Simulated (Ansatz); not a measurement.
The relaxed structure here is a generated cell of MoS2: the first start was made by placing the elements on the sites of a structure type, and the end was not matched to a known phase here, so it may be hypothetical. Known forms of MoS2 include space group No. 160, 194.

The end point of a relaxation of MoS$_{2}$. Space group Pnma (No. 62). All values below come from PBE (plane waves to 420 eV, PAW, scalar-relativistic; Ansatz, a quantum-chemistry and plane-wave program).

```cif
data_Mo4S8
_chemical_formula_sum 'Mo4 S8'
_space_group_name_H-M_alt 'Pnma'
_space_group_IT_number 62
_space_group_name_Hall '-P 2ac 2n'
_cell_length_a 12.12393
_cell_length_b 3.12810
_cell_length_c 5.98417
_cell_angle_alpha 90.000
_cell_angle_beta 90.000
_cell_angle_gamma 90.000
loop_
_space_group_symop_operation_xyz
  'x, y, z'
  '-x, -y, -z'
  '-x+1/2, -y, z+1/2'
  'x+1/2, y, -z+1/2'
  'x+1/2, -y+1/2, -z+1/2'
  '-x+1/2, y+1/2, z+1/2'
  '-x, y+1/2, -z'
  'x, -y+1/2, z'
loop_
_atom_site_label
_atom_site_type_symbol
_atom_site_symmetry_multiplicity
_atom_site_Wyckoff_symbol
_atom_site_fract_x
_atom_site_fract_y
_atom_site_fract_z
_atom_site_occupancy
Mo1 Mo 4 c 0.37032 0.25000 0.36679 1
S1 S 4 c 0.22313 0.25000 0.64645 1
S2 S 4 c 0.01577 0.75000 0.22077 1
```

What is the computed band gap (PBE)?

No clear gap: the sampled points leave 0.11 eV away from the symmetry points, which may be a band crossing missed between them.

Estimate the smallest direct gap that PBE returns for this input.

0.38 eV at k = (0, 0.4167, 0.3333).

No spin polarisation in the result.

The run could not lose the symmetry of its start, so the end can be a saddle point.
